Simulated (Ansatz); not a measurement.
Ti6Si2Sn: reading a single point

```yaml
crystal:
  lattice:
    - [3.54544, 6.14089, 0.00000]
    - [-3.54544, 6.14089, 0.00000]
    - [0.00000, 0.00000, 3.47972]
  atoms:
    - { symbol: Si, position: [0.33330, 0.33340, 0.50000] }
    - { symbol: Si, position: [0.66670, 0.66660, 0.50000] }
    - { symbol: Ti, position: [0.59960, 0.40040, 0.00000] }
    - { symbol: Ti, position: [0.40040, 0.00000, 0.00000] }
    - { symbol: Ti, position: [0.00000, 0.59960, 0.00000] }
    - { symbol: Ti, position: [0.24180, 0.75820, 0.50000] }
    - { symbol: Ti, position: [0.75820, 0.00000, 0.50000] }
    - { symbol: Ti, position: [0.00000, 0.24180, 0.50000] }
    - { symbol: Sn, position: [0.00000, 0.00000, 0.00000] }
```

Level: PBE, no spin polarisation; 420 eV; 6×6×10 Γ-centred mesh; gaussian occupations (width 0.112 eV); Ansatz 0.2.0, fixed geometry.

- Contacts: Ti–Sn at 2.44 Å: least valence density 0.42 e/Å³ and ELF 0.24 there. Ti–Ti at 3.03 Å: least valence density 0.18 e/Å³ and ELF 0.28 there. Si–Ti at 2.75 Å is left out, since its least density falls inside a PAW sphere. These are pseudo-fields; inside the PAW spheres they differ from the all-electron ones.
- Charges: Bader charges in e: Ti +0.83 to +1.02, Si -1.75, Sn -2.07. In the mean Ti gives up most and Sn takes most.
- Formation energy: -0.23 eV an atom against the elements' usual phases (free molecules for gases, crystals otherwise, with no correction for O₂ or N₂), so it is bound against them; other compounds may still compete. Relaxing would lower it.
- Forces: The largest is on Ti6 (and as large on other atoms): 4.75 eV/Å, components (4.75, 0.00, 0.00). It makes 135° with the line to a nearest neighbour, Sn9 at 2.44 Å, pointing away from it.
- At the Fermi level: It is a metal, with about 4.8 states/eV a cell as the mean within 0.25 eV of the Fermi level, mostly Ti d (90 %).
- Stress: The pressure is 6.7 GPa (compression positive), so with the atoms held at these fractions the cell would first expand; the forces are large, so a full relaxation may end otherwise. The principal stresses 2.0, 2.0, 16.1 GPa differ, so its shape would change too.

Origin: a known structure type with other elements, at an estimated volume, so it need not be a known compound. Caveats: atoms or cell far from equilibrium.
